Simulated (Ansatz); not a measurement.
Relaxed-ion elastic tensor of Al (diamond, Fd-3m) in GPa (Voigt order), plane-wave PAW PBEsol (Ansatz code); density 1.66 g/cm³, 26.98 Å³ per atom.

```
 21.2   49.1   49.1    0.0    0.0    0.0
 49.1   21.2   49.1    0.0    0.0    0.0
 49.1   49.1   21.2    0.0    0.0    0.0
  0.0    0.0    0.0  -33.8    0.0    0.0
  0.0    0.0    0.0    0.0  -33.8    0.0
  0.0    0.0    0.0    0.0    0.0  -33.8
```

Problem. Is the crystal mechanically stable?

Solution. No: the smallest eigenvalue of C is -33.8 GPa.

The start of the workflow was typed in or built on a structure type; neither database checked (COD, Materials Project) lists it. It is not the phase usual at ambient conditions (space group No. 225). The PBEsol relaxation kept the symmetry of its start. At this level the phase is mechanically unstable. As this level gives no gap, shear constants depend on the k-mesh and smearing (Fermi–Dirac, 0.1 eV here).

Potentials: the later of the program's two PAW sets.
